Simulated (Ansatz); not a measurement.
Data:

Relaxed WSe2 (2H-MoS2 type, space group P6_3/mmc):

```xyz
6
Lattice="3.2790 0.0000 0.0000 -1.6395 2.8397 0.0000 0.0000 0.0000 12.7858" Properties=species:S:1:pos:R:3 pbc="T T T"
W      0.0000     1.8931     3.1965
W      1.6395     0.9466     9.5894
Se     0.0000     1.8931     7.9051
Se     1.6395     0.9466     1.5122
Se     1.6395     0.9466     4.8807
Se     0.0000     1.8931    11.2736
```

In each cell atom 1 (W, nearest neighbour Se at 2.534 Å; its periodic images, 3.3 Å or more away, move with it) moves by s·(0.647, -0.374, -0.665) (towards the nearest neighbour), the rest being held.

Level of theory: PBE-D3(BJ) (plane waves to 420 eV, PAW, scalar-relativistic; Ansatz, a first-principles code). k mesh 9×9×2 (Γ-centred), Fermi-Dirac smearing 0.05 eV. E stands for the smeared free energy. Spin-orbit coupling is left out, though W is heavy. The PAW data are Ansatz's earlier set. WSe2 is run without spin polarisation. WSe2 was relaxed with its symmetry unable to fall. ΔE is measured from the undisplaced structure.

The scan covers s from -0.250 to 0.250 Å in 11 points.

Q: Is the energy the same for displacements of ±0.250 Å, and if not, which side lies higher?

A: Not even: the positive side lies higher at ±0.250 Å. With its periodic images moving along, the atom's site symmetry in this cell is -6m2.

Q: What is the force constant k = d²E/ds² of this move at s = 0?

A: 23.0 eV/Å².

(A displaced cell: forces are minus the slopes of the energy, force constants its curvatures, and phonons follow from these.)
